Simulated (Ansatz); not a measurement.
HfO2 (P4_2/nmc) from a database of computed structures, relaxed with r2SCAN in Ansatz 0.2.0. It is tetragonal, P4_2/nmc (No. 137); a = 3.577 Å, c = 5.202 Å in the conventional setting, 11.09 Å³ an atom. Hf is surrounded by 8 O at 2.06–2.39 Å; O is surrounded by 4 Hf at 2.06–2.39 Å.

The axes x, y and z are those of this cell:
```xyz
6
Lattice="3.5767 0.0000 0.0000 0.0000 3.5767 0.0000 0.0000 0.0000 5.2022" Properties=species:S:1:pos:R:3 pbc="T T T"
Hf    1.7883    1.7883    2.6011
Hf    0.0000    0.0000    0.0000
O     0.0000    1.7883    3.6218
O     1.7883    0.0000    4.1815
O     1.7883    0.0000    1.5804
O     0.0000    1.7883    1.0207
```

Unstrained: The PBE gap is indirect, 4.725 eV (Z to Γ), below the direct gap of 4.793 eV at Γ. The r2SCAN gap is indirect, 5.265 eV (Z to Γ), below the direct gap of 5.335 eV at Γ. With HSE06 the valence top lies at Z and the conduction bottom at Γ, 6.369 eV higher; the smallest vertical gap, at Γ, is 6.445 eV. Meshes: PBE 8×8×6, r2SCAN 8×8×6, HSE06 4×4×4. Strains are changes of length per length, and xy shears are angles. After each strain the atoms were relaxed again with r2SCAN within the symmetry that the strain leaves, so tilts or polar shifts that break it weren't tested; points keep the names that they have in the unstrained zone. No spin polarisation and no zero-point or thermal motion.

Question: For epitaxial -3.98 % in the xy plane, how far does the free direction move, and what happens to the gap?

Answer: The normal strain at zero normal stress is +2.38 %, 0.60 of the in-plane strain with the sign turned. PBE: the gap goes from 4.725 to 4.676 eV (-0.049 eV); the edges move from Z → Γ to A → Γ. r2SCAN: the gap goes from 5.265 to 5.223 eV (-0.042 eV); the edges move from Z → Γ to A → Γ. HSE06: the gap goes from 6.369 to 6.359 eV (-0.010 eV); the edges move from Z → Γ to A → Γ.

Question: Apply xy shear, engineering strain (angle) -1.18 %. How far does the gap move, against the unstrained cell?

Answer: PBE: the gap goes from 4.725 to 4.708 eV (-0.017 eV); the edges go from Z → Γ to Γ–Z (0.82) → Γ. r2SCAN: the gap goes from 5.265 to 5.246 eV (-0.019 eV); the edges go from Z → Γ to Γ–Z (0.82) → Γ. HSE06: the gap goes from 6.369 to 6.353 eV (-0.016 eV); the edges go from Z → Γ to Γ–Z (0.82) → Γ. The r2SCAN energy rises by 0.9 meV an atom.

Question: Estimate what biaxial +0.73 % in x and y, z held does to the gap.

Answer: PBE: the gap goes from 4.725 to 4.633 eV (-0.092 eV); the edges go from Z → Γ to (0.214, 0.219, 0) → Γ. r2SCAN: the gap goes from 5.265 to 5.182 eV (-0.083 eV); the edges go from Z → Γ to (0.214, 0.219, 0) → Γ. HSE06: the gap goes from 6.369 to 6.326 eV (-0.043 eV); the edges go from Z → Γ to (0.214, 0.219, 0) → Γ. The r2SCAN energy rises by 2.3 meV an atom.

Spin-orbit coupling is left out, which matters wherever the heavy atoms make up the band edges.

Where an edge lies off the special points, it is a point of the mesh or the k point where a search put PBE's edge or least direct gap, reused for the other functionals, whose own edges may lie a little apart.

Coordinates of k points refer to the reciprocal vectors of the primitive cell of the runs.

The meshes of the hybrids are coarse, so their gaps aren't converged to the digits shown.
